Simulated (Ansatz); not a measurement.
## Data sheet: NbIr (DFT)

NbIr:
```xyz
4
Lattice="4.5342 0.0000 0.0000 0.0000 2.7981 0.0000 0.0000 0.0000 4.8459" Properties=species:S:1:pos:R:3 pbc="T T T"
Ir     1.1335     0.0000     3.9442
Ir     3.4006     0.0000     0.9017
Nb     1.1335     1.3991     1.4967
Nb     3.4006     1.3991     3.3492
```

Space group Pmma (No. 51); conventional cell a = 4.534 Å, b = 2.798 Å, c = 4.846 Å, α = 90.00°, β = 90.00°, γ = 90.00°.

Method: LDA in the plane-wave PAW code Ansatz. Structure relaxed to zero pressure with the same functional. Other levels are named where they apply.

Cell and energy:

- Volume per atom = 15.37 Å³
- Density = 15.40 g/cm³
- Formation energy from the elements (no fitted shifts) = -0.51 eV/atom

Electronic structure:

- Electronic character: metallic (no gap)
- Density of states at the Fermi level: 0.88 states/eV per atom (mean over ±0.08 eV)

Mechanics:

* **Bulk modulus (Birch–Murnaghan fit)**: 286 GPa
* **Pressure derivative B′**: 4.5

Phonons:

- Highest zone-centre frequency: 220 cm⁻¹
- Zone-centre stability: no imaginary mode at Γ

The start of the workflow was typed in or built on a structure type; the Crystallography Open Database copy checked does not list it. COD files the formula under space group No. 123. Its standing as an ambient phase is unchecked. The LDA relaxation kept the symmetry of its start. The run is not spin-polarised. As this level gives no gap, phonon frequencies hold no LO–TO term and depend on the k-mesh and smearing (Fermi–Dirac, 0.1 eV here). Axis ratios of metals converge slowly with the k-mesh, so a and c are less sure than the volume. The references are the lowest solids computed at this level, not always the standard phases. Spin–orbit coupling is left out wherever it is not named.

Potentials: the later of the program's two PAW sets.
